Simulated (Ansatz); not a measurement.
YSi2 (fluorite, Fm-3m) at seven volumes, r²SCAN in the plane-wave PAW code Ansatz, scaled uniformly. One row is withheld.

| V (Å³/atom) | P (GPa) |
|---|---|
| 21.816 | 6.33 |
| 22.535 | ? |
| 23.254 | 1.79 |
| 23.974 | 0.00 |
| 24.693 | -1.60 |
| 25.412 | -3.01 |
| 26.131 | -4.22 |

Problem. Fit the shown pressures and predict the withheld one.

Solution. P = (3/2)B₀(x^(7/2) − x^(5/2))[1 + (3/4)(B′ − 4)(x − 1)] with x = (V₀/V)^(2/3). Least squares on the six rows gives V₀ = 23.967 Å³/atom, B₀ = 56.9 GPa, B′ = 3.56. At V = 22.535, x = 1.0419 and P = 3.91 GPa. The run itself gave 3.85 GPa.

A made-up cell: these elements were put on the sites of a structure type; neither database checked (COD, Materials Project) lists it. COD files the formula under space group No. 191, so this cell is another polymorph or a model. Whether it is the stable phase at ambient conditions was not checked. The r²SCAN relaxation kept the symmetry of its start. At this level the phase is mechanically unstable. No spin polarisation was allowed.

Potentials: the later of the program's two PAW sets.
